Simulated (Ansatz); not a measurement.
A crystal relaxed with r2SCAN in Ansatz has space group I-42m (No. 121) and a = 5.567 Å, c = 11.111 Å.

| atom | site | x | y | z |
| --- | --- | --- | --- | --- |
| Ga | 4d | 0.0000 | 0.5000 | 0.2500 |
| Xx | 8i | 0.2366 | 0.7634 | 0.3698 |
| Ga | 2b | 0.5000 | 0.5000 | 0.0000 |
| In | 2a | 0.0000 | 0.0000 | 0.0000 |

The r2SCAN gap is indirect, 1.78 eV (Γ to X), below the direct gap of 1.80 eV at Γ. Least and direct gap differ so little that the kind isn't settled. The lowest empty level at Γ lies only 17 meV higher, so the place of the conduction bottom isn't settled. HSE06 gives a direct gap of 2.22 eV at Γ. The lowest empty level at X lies only 7 meV higher, so the place of the conduction bottom isn't settled. Meshes: r2SCAN 6×6×6, HSE06 4×4×4.

**Question.** Which element is Xx?
A. As
B. N
C. P
D. Sb

**Answer.** C. Xx is P: InGa3P4, ordered on the zincblende lattice (I-42m) with 8 atoms a cell. Ga has 4 P at 2.38 Å; P has 3 Ga at 2.36–2.38 Å and 1 In at 2.53 Å; Ga has 4 P at 2.36 Å; In has 4 P at 2.53 Å.

Simulation only: spin-unpolarised, and no claim that this is the phase found in nature.

No spin-orbit coupling is included; it can move band edges with weight on the heavy atoms by tenths of an eV.
